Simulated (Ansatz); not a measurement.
InP:
```yaml
crystal:
  lattice:
    - [7.20178, 0.00000, 0.00000]
    - [0.00000, 7.20178, 0.00000]
    - [0.00000, 0.00000, 4.18676]
  atoms:
    - { symbol: In, position: [0.32234, 0.67766, 0.00000] }
    - { symbol: In, position: [0.67766, 0.32234, 0.00000] }
    - { symbol: In, position: [0.82234, 0.82234, 0.50000] }
    - { symbol: In, position: [0.17766, 0.17766, 0.50000] }
    - { symbol: P, position: [0.31832, 0.31832, 0.00000] }
    - { symbol: P, position: [0.68168, 0.68168, 0.00000] }
    - { symbol: P, position: [0.18168, 0.81832, 0.50000] }
    - { symbol: P, position: [0.81832, 0.18168, 0.50000] }
```

Relaxed with r²SCAN.

Q: Give the Bader charges and basin volumes of the independent atoms, the program Ansatz at the r²SCAN level (PAW).

A: 

```
atom  Bader charge (e)  Bader volume (Å³)
----  ----------------  -----------------
In1              +0.98               22.4
P5               -0.98               31.9
```

Space group P4_2/mnm. The start of the workflow was typed in or built on a structure type; neither database checked (COD, Materials Project) lists it. It is not the phase usual at ambient conditions (space group No. 216). The r²SCAN relaxation kept the symmetry of its start; whether a distortion lowers the energy is not shown. The volume moved by 22 % from the start of the relaxation.

Potentials: the later of the program's two PAW sets.
